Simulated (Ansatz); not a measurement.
Polymorphs of ReC, each relaxed with PBE (plane waves, PAW; program Ansatz):

A: rock salt (Fm-3m)
a = 4.347 Å, b = 4.347 Å, c = 4.347 Å, α = 90.00°, β = 90.00°, γ = 90.00°

```json
[
 {"atom": "C", "site": "4a", "symmetry": "m-3m", "x": "0.0000", "y": "0.0000", "z": "0.0000"},
 {"atom": "Re", "site": "4b", "symmetry": "m-3m", "x": "0.5000", "y": "0.5000", "z": "0.5000"}
]
```

B: CsCl type (Pm-3m)
a = b = c = 2.6920 Å, α = β = γ = 90.00°

```json
[
 {"atom": "Re", "site": "1a", "symmetry": "m-3m", "x": "0.0000", "y": "0.0000", "z": "0.0000"},
 {"atom": "C", "site": "1b", "symmetry": "m-3m", "x": "0.5000", "y": "0.5000", "z": "0.5000"}
]
```

**Question.** Order them by energy per atom at 0 K (lowest first) at the level PBE.

**Answer.** A (+0 meV/atom), B (+158 meV/atom)

Constructed cells (a structure type filled with these elements, in neither database checked): B. Typed or built starts, not in the databases checked: A. All cells were relaxed under the symmetry of their starts (and spin orders); stability against distortions was not tested throughout. Rows with no word on spin ran without spin polarisation. Scalar-relativistic: spin–orbit coupling is off unless named, which matters more the heavier the elements.

Energies hold the estimated change up to a 700 eV cutoff; steps of a few meV lie near the error of the meshes.

Potentials: the later of the program's two PAW sets.
